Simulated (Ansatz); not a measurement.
LiAgF4, in the lowest of the structures calculated here: C2/c (No. 15), mS24; a = 10.8596 Å, b = 5.8870 Å, c = 4.8694 Å, α = γ = 90.00°, β = 112.76°; Li 4e (0.000, 0.170, 0.250); Ag 4c (0.250, 0.250, 0.000); F 8f (0.130, 0.366, 0.173); F 8f (0.109, 0.103, 0.675). All values below come from r2SCAN (plane waves to 500 eV, PAW, scalar-relativistic; Ansatz, a quantum-chemistry and plane-wave program). Element references, the lowest calculated here: Li (Fm-3m, not the ambient form), Ag (Fm-3m), F (R-3m, a generated molecular cell); gases are represented by their molecular solids.

Predict the formation energy of this C2/c form of LiAgF4 from the elements from r2SCAN.

-1.86 eV/atom.

Static energies, no anion corrections, no zero-point energy. Values are rounded to 0.01 eV/atom. The compounds carry no spin polarisation.
